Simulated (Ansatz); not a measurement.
## Cutoff convergence: HfO2

System: HfO$_{2}$ (fluorite type, first atom moved by 0.06 Å along [111]), 3 atoms in the cell.

```
Hf O
1.0
     0.00000    2.53500    2.53500
     2.53500    0.00000    2.53500
     2.53500    2.53500    0.00000
Hf O
1 2
Cartesian
  0.0346 0.0346 0.0346
  1.2675 1.2675 1.2675
  3.8025 3.8025 3.8025
```

The calculation used HSE06, plane waves, PAW datasets (generated soft set 1) in Ansatz 0.2.0 development build.

Exchange singularity: Wigner-Seitz; k-mesh 4×4×4 Γ-centred; Fermi–Dirac smearing of 0.05 eV; no spin polarisation; no spin–orbit coupling.

At 560 eV the pressure at a fixed basis is -1.77 GPa. Another run of the series gave -2.09 GPa at a fixed basis and an energy +2.5 meV/atom from the top run.

Which cutoff did it use?
A. 380 eV
B. 420 eV
C. 320 eV
D. 340 eV
E. 480 eV
F. 300 eV
G. 280 eV

B. The series:

```
cutoff (eV)  E − E(top) (meV/atom)  pressure at fixed basis (GPa)  corrected pressure (GPa)  rms force change (meV/Å)
        280                  467.1                         -47.21                     -1.84                     104.0
        300                  236.9                         -27.28                     -4.50                      47.0
        320                  127.6                         -16.67                     -3.11                      24.6
        340                   64.0                          -9.92                     -2.81                       5.6
        380                   14.4                          -3.98                     -1.65                      10.1
        420                    2.5                          -2.09                     -1.68                       0.7
        480                    0.8                          -1.74                     -1.70                       0.2
        560                    0.0                          -1.77                     -1.71                       0.0
```

This cubic structure is a model: it isn't the usual form of the substance at ambient conditions, and such phases are metastable or hypothetical.
